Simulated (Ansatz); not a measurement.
The relaxed structure here is a generated cell of SnSe: the first start was made by placing the elements on the sites of a structure type, and the end was not matched to a known phase here, so it may be hypothetical. Known forms of SnSe include space group No. 62.

One stationary structure of SnSe. Space group F-43m (No. 216), zinc blende type. Calculation: PBEsol (plane waves to 420 eV, PAW, scalar-relativistic; Ansatz, an electronic-structure program).

Space group F-43m (No. 216); a = b = c = 6.657 Å, α = β = γ = 90.00°

```
atom  site  symmetry       x       y       z
----  ----  --------  ------  ------  ------
Se      4c      -43m  0.2500  0.2500  0.2500
Sn      4a      -43m  0.0000  0.0000  0.0000
```
(The calculation used a cell of 2 atoms; values per cell refer to that cell.)

```yaml
volume_per_atom: 36.87 Å³
density: 4.45 g/cm³
band_gap: zero (metallic)
shortest_distances: Se–Sn 2.88 Å
k-mesh: 12×12×12
```

Band energies at high-symmetry points (eV from the Fermi level; labels of this space group; no spin-orbit coupling), from −5 eV up to 4.4 eV:

| point | energies |
|---|---|
| Γ | -2.37 -2.37 -2.37 1.45 1.45 1.45 |
| X | -3.64 -3.64 -0.65 -0.11 |
| U | -4.12 -3.43 -0.51 1.17 3.43 3.72 |
| K | -4.12 -3.43 -0.51 1.17 3.43 3.72 |
| L | -2.91 -2.91 -2.24 2.22 2.22 3.41 |
| W | -3.96 -3.87 0.10 1.62 2.10 3.90 |

No spin polarisation in the result.

The run could not lose the symmetry of its start, so the end can be a saddle point.

All atoms sit on sites fixed by symmetry, so only the cell could relax.
